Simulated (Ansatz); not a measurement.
P$_{2}$W:
```
CELL_PARAMETERS angstrom
      4.22849     1.57388     0.00000
     -4.22849     1.57388     0.00000
     -3.63760     0.00000     6.50167
ATOMIC_POSITIONS crystal
  P  0.13855 0.86145 0.02461
  P  0.86145 0.13855 0.97539
  P  0.39874 0.60126 0.60056
  P  0.60126 0.39874 0.39944
  W  0.84237 0.15763 0.29381
  W  0.15763 0.84237 0.70619
```

This is the PBEsol-relaxed structure.

Task: All from the program Ansatz at the PBEsol level (PAW), unless another level is named. Estimate the bulk modulus (Birch–Murnaghan fit).

Result: 203 GPa.

Task: And the highest zone-centre frequency?

Result: 489 cm⁻¹.

Space group C2/m. The workflow started from a Materials Project entry (that database holds measured and hypothetical structures alike); the Crystallography Open Database files this formula in space group No. 12, but the cells were not matched. Whether it is the stable phase at ambient conditions was not checked. The cell was relaxed with PBEsol under the symmetry of its start; whether a distortion lowers the energy is not shown. No spin polarisation was allowed. As this level gives no gap, phonon frequencies hold no LO–TO term and depend on the k-mesh and smearing (Fermi–Dirac, 0.1 eV here). Spin–orbit coupling is left out wherever it is not named.

Potentials: the earlier of the program's two PAW sets. The files were generated under PBE; for other functionals the program regenerates the frozen cores, and for LDA and PBEsol the local potential too.
